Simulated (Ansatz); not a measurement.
# HfO2: computed property card

HfO$_{2}$:
```
HfO2
1.0
    3.57702     0.00000     0.00000
    0.00000     3.57702     0.00000
    0.00000     0.00000     5.20363
Hf O
2 4
Cartesian
  1.78851   1.78851   2.60181
  0.00000   0.00000   0.00000
  0.00000   1.78851   3.62207
  0.00000   1.78851   1.02026
  1.78851   0.00000   4.18337
  1.78851   0.00000   1.58156
```

Space group P4_2/nmc (No. 137); conventional cell a = b = 3.5770 Å, c = 5.2036 Å, α = β = γ = 90.00°.

Method: r²SCAN in the plane-wave PAW code Ansatz. The cell and atoms are relaxed at this level. Other levels are named where they apply.

### Cell and energy

| Item | Value |
|---|---|
| Volume per atom | 11.10 Å³ |
| Density | 10.50 g/cm³ |
| Formation energy from the elements (no fitted shifts) | -3.72 eV/atom |

### Electronic structure

| Item | Result |
|---|---|
| Band gap | 5.27 eV (indirect) |
| Valence-band maximum | at Z |
| Conduction-band minimum | at Γ |
| Smallest direct gap on the standard path | 5.34 eV |
| Electron effective mass | 0.89, 0.89, 1.0 mₑ (principal values) |
| Electron effective mass with spin–orbit coupling | 0.92, 0.92, 1.0 mₑ (principal values) |
| HSE06 gap on the r²SCAN cell | 6.37 eV |
| Gap with spin–orbit coupling | 5.27 eV |

### Mechanics

| Item | Result |
|---|---|
| Bulk modulus (Birch–Murnaghan fit) | 1910 kbar |
| Pressure derivative B′ | 5.9 |
| Elastic constants (relaxed ions, GPa) | C11 = 395, C12 = 246, C13 = 70.5, C33 = 314, C44 = 17.8, C66 = 184 |
| Mechanical stability | stable (all eigenvalues of C positive) |
| Hill bulk and shear moduli | 201 and 63.9 GPa |
| Young's modulus | 173 GPa |
| Poisson's ratio | 0.36 |
| Debye temperature from the elastic constants | 371 K |

### Dielectric response

| Item | Value |
|---|---|
| Electronic dielectric constant ε∞ (DFPT) | 4.89 (xx = yy), 4.42 (zz) |
| Static dielectric constant ε0 (ions relaxed, cell fixed) | 175 (xx = yy), 16.7 (zz) |
| Born charges (a third of the trace) | Hf +5.27, O -2.64 e |

### Phonons

| Property | Value |
|---|---|
| Highest zone-centre frequency (without LO–TO term) | 675 cm⁻¹ |
| Zone-centre stability | no imaginary mode at Γ |

### Charges

| Quantity | Result |
|---|---|
| Bader charges | Hf +2.75, O -1.37 e |

This is a known high-temperature phase of the composition, computed here at zero pressure and temperature. The cell was relaxed with r²SCAN under the symmetry of its start. No spin polarisation was allowed. The references are the lowest solids computed at this level, not always the standard phases (solids in place of the gases). Spin–orbit coupling is left out wherever it is not named.

Potentials: the earlier of the program's two PAW sets. The files were generated under PBE; for other functionals the program regenerates the frozen cores, and for LDA and PBEsol the local potential too.
